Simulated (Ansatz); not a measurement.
CsSnBr$_{3}$:
```
CELL_PARAMETERS angstrom
      5.87194     0.00000     0.00000
      0.00000     5.87194     0.00000
      0.00000     0.00000     5.87194
ATOMIC_POSITIONS crystal
  Cs 0.00000 0.00000 0.00000
  Sn 0.50000 0.50000 0.50000
  Br 0.00000 0.50000 0.50000
  Br 0.50000 0.50000 0.00000
  Br 0.50000 0.00000 0.50000
```

Relaxed with HSE06.

Question: Give the Bader charges and basin volumes of the independent atoms, HSE06 in the plane-wave PAW code Ansatz.

Answer: 

| atom | Bader charge (e) | Bader volume (Å³) |
|---|---|---|
| Cs1 | +0.90 | 45.0 |
| Sn2 | +1.24 | 22.6 |
| Br3 | -0.71 | 43.7 |

Space group Pm-3m (cubic perovskite). The HSE06 relaxation kept the symmetry of its start. The volume moved by 18 % from the start of the relaxation. Spin–orbit coupling is left out wherever it is not named.

Potentials: the later of the program's two PAW sets.
